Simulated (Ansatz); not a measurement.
# Na3Sb2Au3: input and output

The input, for Ansatz 0.2.0 (plane waves, PAW):

```yaml
crystal:
  lattice:
    - [5.796269, 0.0, 0.0]
    - [-2.898135, 5.019721, 0.0]
    - [-2.898135, 1.67324, 6.708382]
  atoms:
    - { symbol: Na, position: [0.5, 0.5, 0.5] }
    - { symbol: Au, position: [0.5, 0.0, 0.0] }
    - { symbol: Au, position: [0.0, 0.5, 0.0] }
    - { symbol: Au, position: [0.5, 0.5, 0.0] }
    - { symbol: Sb, position: [0.2423, 0.7577, 0.7269] }
    - { symbol: Sb, position: [0.7577, 0.2423, 0.2731] }
    - { symbol: Na, position: [0.0807, 0.9193, 0.2421] }
    - { symbol: Na, position: [0.9193, 0.0807, 0.7579] }
  symmetry: { tolerance: 0.0003 }
kpoints:
  mp_grid: { grid: [7, 7, 7], shift: [0, 0, 0] }
  band_path:
    path:
      - [0.0, 0.0, 0.0]
      - [0.0, 0.0, 0.5]
      - [0.58371609, -0.29185805, 0.20814195]
      - [0.70814195, -0.41628391, -0.20814195]
      - [0.5, 0.0, 0.0]
      - [0.0, 0.0, 0.0]
      - [0.70814195, -0.35407098, -0.35407098]
      - [0.64592902, -0.35407098, 0.0]
      - [0.5, -0.5, 0.0]
      - [0.0, 0.0, 0.0]
    npoints: 6
magnetization:
  spin_polarized: false
scf:
  occupations: { method: fermi_dirac }
  lower_state_search: "off"
  max_iter: 200
hamiltonian:
  pseudopotentials: { kind: paw }
  xc: r2scan
basis:
  ecutwfc: 500
  fft_grid_basis: typed
output:
  forces: true
  stress: true
  eigenvalues: true
  bader: true
  populations: true
  elf: true
  write_potential: true
  volumetric_format: npy
  dos:
    e_range: [-12, 8]
    de: 0.05
    projected: { site_lists: { Au: [Au], Na: [Na], Sb: [Sb] } }
checkpoint:
  read: saved_state
```

The saved state is an earlier solution for the same cell, perhaps on another mesh. 

Output (shortened):

```
Warning: crystal.lattice misses the space group found at crystal.symmetry.tolerance 3.0e-4 in a digit that the deck types, which is why this is a warning: making the lattice exact moves one of its numbers by a whole unit of that number's last typed decimal, or more. The operation that it misses by the most changes a squared length by the fraction 1.76e-6.
Pseudopotentials: kind: paw
Pseudopotential: Na, paw, valence charge 9, recommended cutoff 500 eV (meta_gga), Na.paw.azcp
Pseudopotential: Au, paw, valence charge 19, recommended cutoff 500 eV (meta_gga), Au.paw.azcp
Pseudopotential: Sb, paw, valence charge 15, recommended cutoff 500 eV (meta_gga), Sb.paw.azcp
Functional definition: r2SCAN
  exchange = r2scan_x(k0 = k0, k1 = k1, a1 = a1)
  correlation = r2scan_c
Crystal: 8 atoms, lattice volume = 195.185 Å³
Basis set: ecut = 500 eV, 4981 PW (Γ), exchange–correlation on 180×180×240 points (64 copies of the dense FFT grid, shifted against one another)
Bands: 69, of which v1, the nominal top of the filled ones, is band 57 counted from 1 (56 counted from 0)
Symmetry: 12 space group operations
Space group: R-3m (ITA 166), of the structure as read, at distance tolerance 1.7e-3 Å
k-points: 44 of 343
Initial density: read from a saved state, or passed on in memory by an earlier SCF of this step, an earlier step, the calling program or the single point that the run made first
Functional: x = r2scan, c = r2scan; τ floored in thin density (d = 2e-4 eV/Å³)
Free energy (F): -56956.7613 eV
Harris-Foulkes:  -56956.7613 eV  (|F-HF|=1.76e-9)
Internal energy: -56956.7471 eV  (E = F + TS)
E sigma→0 (E₀):  -56956.7542 eV
Entropy (-TS):   -0.0142 eV (-1.770 meV/atom)
Fermi energy:    9.5066 eV
--- Per-component energies (eV) ---
  E_band       = -2234.6399
  E_kinetic    = 2606.9177
  E_local      = -17603.1774  (includes V_loc(G=0)·N_el)
  E_nonlocal   = 1300.9919
  E_hartree    = 7488.2450
  E_xc         = -1025.4027
  E_vxc        = -1303.2293  (∫ρ·V_xc dr)
  E_paw        = -39204.9151  (= ΣΔE_a)
  E_vpaw       = -2306.6146  (= ΣTr[D̂ρ^β])
  E_aug_tail   = 0.0021  (compensation charges beyond the density's cutoff)
  E_vtau       = 93.9884  (kinetic-family band-sum trace: ∫τ·v_τ [+ j·A + Jᵃ·Aᵃ] dr)
  E_ewald      = -10519.8128
  E_core_change = 0.4043  (= ΣΔE_core)
  E_smearing   = -0.0142  (= −TS)
--- Forces (eV/Å), atoms counted from 1 ---
  atom   1  Na     0.0000     0.0000     0.0000
  atom   2  Au     0.0000     0.0000     0.0000
  atom   3  Au     0.0000     0.0000     0.0000
  atom   4  Au     0.0000     0.0000     0.0000
  atom   5  Sb     0.0000     0.0000    -5.1460
  atom   6  Sb     0.0000     0.0000     5.1460
  atom   7  Na     0.0000     0.0000     0.1307
  atom   8  Na     0.0000     0.0000    -0.1307
--- Stress (GPa, compression-positive) ---
        7.4586       0.0000       0.0000
        0.0000       7.4586       0.0000
        0.0000       0.0000      14.7873
  P = ⅓ Tr σ = 9.9015 GPa (99.015 kbar)
--- Löwdin populations: 8 sites ---
  site symbol       q [e]
     0     Na      8.3789
     1     Au     18.7912
     2     Au     18.7912
     3     Au     18.7912
     4     Sb     15.8802
     5     Sb     15.8802
     6     Na      8.4427
     7     Na      8.4427
  spilling = 0.0053 (of n_electrons = 114.0000)
--- Bader charges: 8 sites ---
  site symbol  charge [e]  shift [e]
     0     Na      0.8635     0.0000
     1     Au     -0.6217     0.0000
     2     Au     -0.6217     0.0000
     3     Au     -0.6217     0.0000
     4     Sb     -0.3379     0.0000
     5     Sb     -0.3379     0.0000
     6     Na      0.8386     0.0000
     7     Na      0.8386     0.0000
```

Origin: a known structure type with other elements, at an estimated volume, so it need not be a known compound. Caveats: atoms or cell far from equilibrium.
